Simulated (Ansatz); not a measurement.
Relaxed-ion elastic tensor of BN in space group P4_2/mnm (No. 136; B on 4f, N on 4g) in GPa (Voigt order), DFT-r²SCAN in the program Ansatz with PAW potentials; density 3.35 g/cm³, 6.15 Å³ per atom.

|  | 1 | 2 | 3 | 4 | 5 | 6 |
|---|---|---|---|---|---|---|
| 1 | 759 | 178 | 108 | 0.0 | 0.0 | 0.0 |
| 2 | 178 | 759 | 108 | 0.0 | 0.0 | 0.0 |
| 3 | 108 | 108 | 1010 | 0.0 | 0.0 | 0.0 |
| 4 | 0.0 | 0.0 | 0.0 | 349 | 0.0 | 0.0 |
| 5 | 0.0 | 0.0 | 0.0 | 0.0 | 349 | 0.0 |
| 6 | 0.0 | 0.0 | 0.0 | 0.0 | 0.0 | 256 |

Problem. Is the crystal mechanically stable?

Solution. Yes: the smallest eigenvalue of C is 256 GPa.

Problem. Work out the Voigt, Reuss and Hill averages.

Solution. K_V = 368, K_R = 365, K_H = 367; G_V = 333, G_R = 323, G_H = 328 GPa.

Problem. Give Young's modulus, Poisson's ratio, Pugh's ratio and the universal anisotropy index.

Solution. E = 9KG/(3K + G) = 758 GPa; ν = 0.16; K/G = 1.12 (brittle by the Pugh limit of 1.75); A_U = 5G_V/G_R + K_V/K_R − 6 = 0.16.

Problem. Estimate the sound speeds and the Debye temperature.

Solution. v_l = √((K + 4G/3)/ρ) = 15500 m/s, v_t = √(G/ρ) = 9890 m/s, mean 10900 m/s; Θ = (h/k)(3n/4πV)^(1/3) v_m = 1770 K.

Problem. Solve the Christoffel equation for the three sound speeds along x, y, z.

Solution. Eigenvalues of C_ijkl n_j n_l equal ρv². In km/s, slowest first: x 8.74, 10.20, 15.04; y 8.74, 10.20, 15.04; z 10.20, 10.20, 17.35.

Problem. How much does each axis shrink under pressure?

Solution. Linear compressibilities β_i = Σ_j S_ij (j = 1 to 3): x 0.98, y 0.98, z 0.78 per TPa.

The first step of the workflow began from a Materials Project structure, measured or hypothetical; the Crystallography Open Database copy checked does not list it. It is not the phase usual at ambient conditions (space group No. 186, 194, 216). Symmetry was held in the r²SCAN relaxation; whether a distortion lowers the energy is not shown.

Potentials: the earlier of the program's two PAW sets.
